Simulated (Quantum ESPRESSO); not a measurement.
CaMg$_{2}$ZnO$_{4}$ (made-up cell), Mg$_{4}$Se$_{3}$O (made-up cell) (calculated)

Computed with Quantum ESPRESSO 7.5. Calculation on a made-up crystal cell, not a measurement: periodic Kohn-Sham density functional theory in plane waves with PseudoDojo standard norm-conserving scalar-relativistic pseudopotentials, each functional with its own files (v0.5 for PBE, v0.4.1 for LDA and PBEsol), no spin polarisation, no spin-orbit coupling, atoms not relaxed, stress positive in tension, energies less a fixed whole-eV offset for each atom's element; levels are Kohn-Sham levels at fractions of this cell's reciprocal vectors, counted from the reference band (half the neutral cell's valence electrons, rounded up) at Gamma; error bars cover cutoff and k-mesh only, not smearing or the files; added strain carries the atoms with the cell, and shear is the tensor component; each bar is the largest change over components, and at least 0.002 eV, 0.002 eV per angstrom or 0.02 GPa; energies are for the whole cell, and the offsets were chosen from early runs and are not element reference energies.

Settings shared by all entries: functional pbe; fermi dirac smearing 0.025 eV; scf tolerance 1e-07 eV; electrons removed 0; k mesh 4 x 4 x 4, shifted by half a step.

(1) CaMg$_{2}$ZnO$_{4}$ (made-up cell)

```
CaMg2ZnO4
1.0
      4.2661     0.0062    -0.0189
      0.0062     4.3577     0.0221
     -0.0189     0.0221     4.4147
Zn Mg Ca Mg O
1 1 1 1 4
Direct
  0.00633 0.02837 0.00965
  -0.02232 0.50719 0.48274
  0.51337 -0.00433 0.50615
  0.50301 0.50156 -0.01137
  0.48344 0.01280 0.01505
  0.49311 0.49078 0.49128
  0.98629 0.02185 0.51085
  0.97285 0.50113 0.03056
```

* lattice type: rocksalt
* cutoff: 1143 eV
* free energy less offsets: 0.7095 eV
* smearing term minus ts: 0 eV
* scf iterations: 12
* pressure: 14.05 GPa
* stress xx: -19.5 GPa
* stress yy: -12.43 GPa
* stress zz: -10.23 GPa
* stress yz: 1.119 GPa
* stress xz: -0.7901 GPa
* stress xy: 0.09719 GPa
* error bar energy: 0.002 eV
* error bar stress: 0.04608 GPa
* error bar force: 0.004851 eV/Å
* error bars from: tighter rerun of a related cell

Atoms:
| atoms element | atom site | atom energy offset (eV) |
| --- | --- | --- |
| Zn | 1 | -5687 |
| Mg | 2 | -1617 |
| Ca | 3 | -1055 |
| Mg | 4 | -1617 |
| O | 5 | -452 |
| O | 6 | -452 |
| O | 7 | -452 |
| O | 8 | -452 |

Forces:
| site | x (eV/Å) | y (eV/Å) | z (eV/Å) |
| --- | --- | --- | --- |
| 1 | -0.1725 | -0.3924 | -0.1122 |
| 2 | 0.7789 | -0.1178 | 0.566 |
| 3 | -2.263 | -0.1398 | 0.2721 |
| 4 | -0.7448 | 0.06015 | 0.4438 |
| 5 | 0.1861 | -0.3264 | -0.7999 |
| 6 | -0.3013 | 0.8303 | 0.5917 |
| 7 | 1.82 | -0.4107 | 0.182 |
| 8 | 0.6963 | 0.4967 | -1.143 |

(2) Mg$_{4}$Se$_{3}$O (made-up cell)

```
Mg4Se3O
1.0
      4.1400     0.0249    -0.0463
      0.0432     7.1552     0.0632
     -0.0756     0.0596     6.7785
Mg Se O
4 3 1
Direct
  0.00504 -0.02879 -0.00365
  0.47887 0.50148 0.01822
  0.51563 0.16633 0.50537
  -0.00936 0.67013 0.51836
  -0.00554 -0.00334 0.34954
  0.49698 0.48540 0.36081
  0.49868 0.14589 0.88569
  0.00359 0.65957 0.88834
```

- lattice type: wurtzite
- cutoff: 1170 eV
- free energy less offsets: 0.2434 eV
- smearing term minus ts: 0 eV
- scf iterations: 12
- pressure: -2.211 GPa
- stress xx: 3.503 GPa
- stress yy: 3.381 GPa
- stress zz: -0.251 GPa
- stress yz: 1.037 GPa
- stress xz: 0.02533 GPa
- stress xy: 0.1459 GPa
- reference band: 47
- error bar energy: 0.008563 eV
- error bar stress: 0.09729 GPa
- error bar force: 0.01209 eV/Å
- error bar next band up: 0.002 eV
- error bars from: tighter rerun of a related cell

Atoms:
| atoms element | atom site | atom energy offset (eV) |
| --- | --- | --- |
| Mg | 1 | -1617 |
| Mg | 2 | -1617 |
| Mg | 3 | -1617 |
| Mg | 4 | -1617 |
| Se | 5 | -3300 |
| Se | 6 | -3300 |
| Se | 7 | -3300 |
| O | 8 | -452 |

Forces:
| site | x (eV/Å) | y (eV/Å) | z (eV/Å) |
| --- | --- | --- | --- |
| 1 | 0.01403 | -1.834 | -1.349 |
| 2 | -0.2992 | 1.045 | -2.905 |
| 3 | -0.2815 | -0.6957 | 0.02607 |
| 4 | 0.1159 | -0.2342 | 1.2 |
| 5 | 0.2683 | -0.0832 | 1.629 |
| 6 | -0.04211 | 0.9082 | 2.064 |
| 7 | -0.0418 | 0.6572 | -0.459 |
| 8 | 0.2664 | 0.2368 | -0.2057 |

Levels:
| level k point | next band up (eV) |
| --- | --- |
| Gamma | 1.925 |
| (1/2,1/2,1/2) | 3.365 |
| (0.15,0,0) | 2.549 |
| (0,0.15,0) | 2.194 |
| (0,0,0.15) | 2.221 |
